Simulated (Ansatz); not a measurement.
# Profile along the Hf–O line in SrHfO3 (cubic perovskite)

SrHfO$_{3}$ (cubic perovskite)

```
SrHfO3
1.0
    4.10580     0.00000     0.00000
    0.00000     4.10580     0.00000
    0.00000     0.00000     4.10580
Sr Hf O
1 1 3
Direct
  0.50000   0.50000   0.50000
  0.00000   0.00000   0.00000
  0.00000   0.50000   0.00000
  0.50000   0.00000   0.00000
  0.00000   0.00000   0.50000
```

Fields along a shortest Hf–O line of a {110} plane (2.05 Å), from Hf to O, interpolated on the slice's grid (step about 0.2 Å). These are PBEsol (plane waves to 420 eV, PAW, scalar-relativistic; Ansatz, a program for electronic structure) values and carry that method's errors. k mesh 8×8×8. These are valence fields of a PAW run, semicore shells included where kept as valence: close to a nucleus they are smooth pseudo fields. Spin-orbit coupling is left out, though Hf is heavy. SrHfO3 is run without spin polarisation. SrHfO3 was relaxed with its symmetry unable to fall.

```json
[
 {"distance from Hf (Å)": "0.00", "valence electron density (e/Å³)": "34.34", "electron localisation function": "x", "density of the highest valence band (e/Å³)": "0.002", "density of the lowest conduction band (e/Å³)": "0.001"},
 {"distance from Hf (Å)": "0.20", "valence electron density (e/Å³)": "29.66", "electron localisation function": "x", "density of the highest valence band (e/Å³)": "0.007", "density of the lowest conduction band (e/Å³)": "0.002"},
 {"distance from Hf (Å)": "0.41", "valence electron density (e/Å³)": "17.22", "electron localisation function": "0.85", "density of the highest valence band (e/Å³)": "0.015", "density of the lowest conduction band (e/Å³)": "0.003"},
 {"distance from Hf (Å)": "0.61", "valence electron density (e/Å³)": "6.99", "electron localisation function": "0.80", "density of the highest valence band (e/Å³)": "0.009", "density of the lowest conduction band (e/Å³)": "0.002"},
 {"distance from Hf (Å)": "0.82", "valence electron density (e/Å³)": "2.16", "electron localisation function": "0.46", "density of the highest valence band (e/Å³)": "0.004", "density of the lowest conduction band (e/Å³)": "0.001"},
 {"distance from Hf (Å)": "1.02", "valence electron density (e/Å³)": "0.85", "electron localisation function": "0.19", "density of the highest valence band (e/Å³)": "0.014", "density of the lowest conduction band (e/Å³)": "0.001"},
 {"distance from Hf (Å)": "1.23", "valence electron density (e/Å³)": "0.93", "electron localisation function": "0.51", "density of the highest valence band (e/Å³)": "0.043", "density of the lowest conduction band (e/Å³)": "0.002"},
 {"distance from Hf (Å)": "1.44", "valence electron density (e/Å³)": "1.99", "electron localisation function": "0.83", "density of the highest valence band (e/Å³)": "0.104", "density of the lowest conduction band (e/Å³)": "0.006"},
 {"distance from Hf (Å)": "1.64", "valence electron density (e/Å³)": "4.45", "electron localisation function": "0.76", "density of the highest valence band (e/Å³)": "0.155", "density of the lowest conduction band (e/Å³)": "0.014"},
 {"distance from Hf (Å)": "1.84", "valence electron density (e/Å³)": "6.89", "electron localisation function": "x", "density of the highest valence band (e/Å³)": "0.086", "density of the lowest conduction band (e/Å³)": "0.024"},
 {"distance from Hf (Å)": "2.05", "valence electron density (e/Å³)": "7.63", "electron localisation function": "x", "density of the highest valence band (e/Å³)": "0.002", "density of the lowest conduction band (e/Å³)": "0.028"}
]
```

x: too close to a nucleus for the ELF to mean much. Band densities are of whole bands, smooth part only.

Density on the Hf–O line (2.05 Å) at its density minimum, 1.1 Å from Hf: 0.78 e/Å³. ELF at that point: 0.29. Element round which the density of the highest valence band (whole band, smooth part) is largest on this plane: O.
